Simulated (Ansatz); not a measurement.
# Al$_{2}$Ga$_{3}$As$_{5}$ (I-4m2) at 2 levels of theory

One geometry, relaxed with PBE; plane waves with PAW potentials in Ansatz, scalar-relativistic. No spin polarisation. Gaps are the least over mesh and band path; pressure is positive in compression.

Space group I-4m2 (No. 119). a = 4.058 Å, b = 4.058 Å, c = 28.693 Å, α = 90.00°, β = 90.00°, γ = 90.00°
| atom | site | symmetry | x | y | z |
| --- | --- | --- | --- | --- | --- |
| Al | 4e | 2mm. | 0.5000 | 0.5000 | 0.4001 |
| Ga | 2b | -4m2 | 0.5000 | 0.5000 | 0.0000 |
| Ga | 4e | 2mm. | 0.5000 | 0.5000 | 0.1999 |
| As | 4f | 2mm. | 0.5000 | 0.0000 | 0.4497 |
| As | 4f | 2mm. | 0.0000 | 0.5000 | 0.1496 |
| As | 2d | -4m2 | 0.5000 | 0.0000 | 0.2500 |

| level | cutoff (eV) | k mesh | gap (eV) | pressure (GPa) |
| --- | --- | --- | --- | --- |
| PBE | 420 | 10×10×10 | 0.73 | 0.0 |

Q: What comes out on the same cell with r2SCAN?

A:
```
 level  cutoff (eV)    k mesh  gap (eV)  pressure (GPa)
r2SCAN          500  10×10×10      1.21            -2.4
```

It was reached by relaxing an invented guess, and it needn't be the stable form of this composition.
